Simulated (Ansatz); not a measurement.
## What moves the field gradients of Os?

Cell of run 1: a structure deposited in the COD, taken as it stands.

```
Os
1.0
     2.73410    0.00000    0.00000
    -1.36705    2.36780    0.00000
     0.00000    0.00000    4.31970
Os
2
Direct
  0.33333 0.66667 0.25000
  0.66667 0.33333 0.75000
```

Sites (sets of like atoms) are named by element and the number of their first atom in this list.

Relaxed positions (PBE, cell held):

```
CELL_PARAMETERS angstrom
2.73410 0.00000 0.00000
-1.36705 2.36780 0.00000
0.00000 0.00000 4.31970
ATOMIC_POSITIONS crystal
Os 0.33333 0.66667 0.25000
Os 0.66667 0.33333 0.75000
```

All runs are DFT with Ansatz 0.2.0 (plane waves and PAW, scalar-relativistic unless spin–orbit coupling is named, Γ-centred meshes, Fermi–Dirac smearing where given) in this cell.

Run 1: PBE, atoms as given; 420 eV, 14×14×8 k-points, smearing 0.05 eV.
Run 2: r2SCAN, at the relaxed atoms; 500 eV, 14×14×8 k-points, smearing 0.05 eV.
Run 3: PBE with spin–orbit coupling, at the relaxed atoms; 420 eV, 14×14×8 k-points, smearing 0.05 eV.

```tsv
run	Os V_zz (η)
1	-5.64 (0.00)
2	-5.54 (0.00)
3	?
```

V_zz in 10²¹ V/m².

Task: Estimate the row of run 3.

Result: Os: -5.74 (0.00). It lies nearest to run 1, from whose tensors on these sites it differs by 0.10 at most (largest principal value of the difference, on Os). Taken one at a time, the functional (r2SCAN with its higher cutoff) moves the tensors on these sites by up to 0.10 (largest principal value of the change, on Os), spin–orbit coupling by 0.10 (Os). Without a gap such differences can lie within the error of the k-mesh, so this order isn't firm.

In runs 1, 2, 3 there is no gap above 0.1 eV, so the gradients can move by 10 % or more with the k-mesh. The cell isn't the equilibrium one in runs 1, 3 (calculated pressure 9, 9 GPa), and the entry's cell may itself be off.
